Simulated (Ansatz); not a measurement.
Relaxed-ion elastic tensor of Ru (hcp (Mg type), P6_3/mmc) in GPa (Voigt order), plane-wave PAW PBE+D3(BJ) (Ansatz code); density 12.48 g/cm³, 13.45 Å³ per atom.

```
610  194  177  0.0  0.0  0.0
194  610  177  0.0  0.0  0.0
177  177  686  0.0  0.0  0.0
0.0  0.0  0.0  200  0.0  0.0
0.0  0.0  0.0  0.0  200  0.0
0.0  0.0  0.0  0.0  0.0  208
```

Q: Is the crystal mechanically stable?

A: Yes: the smallest eigenvalue of C is 200 GPa.

Q: Work out the Voigt, Reuss and Hill averages.

A: K_V = 334, K_R = 333, K_H = 333; G_V = 212, G_R = 211, G_H = 211 GPa.

Q: Give Young's modulus, Poisson's ratio, Pugh's ratio and the universal anisotropy index.

A: E = 9KG/(3K + G) = 523 GPa; ν = 0.24; K/G = 1.58 (brittle by the Pugh limit of 1.75); A_U = 5G_V/G_R + K_V/K_R − 6 = 0.03.

Q: Estimate the sound speeds and the Debye temperature.

A: v_l = √((K + 4G/3)/ρ) = 7020 m/s, v_t = √(G/ρ) = 4110 m/s, mean 4560 m/s; Θ = (h/k)(3n/4πV)^(1/3) v_m = 571 K.

Q: How much does each axis shrink under pressure?

A: Linear compressibilities β_i = Σ_j S_ij (j = 1 to 3): x 1.0, y 1.0, z 0.92 per TPa.

Symmetry was held in the PBE+D3(BJ) relaxation. No spin polarisation was allowed. The pairwise dispersion correction was not fitted to metals. As this level gives no gap, shear constants depend on the k-mesh and smearing (Fermi–Dirac, 0.1 eV here).

Potentials: the later of the program's two PAW sets.
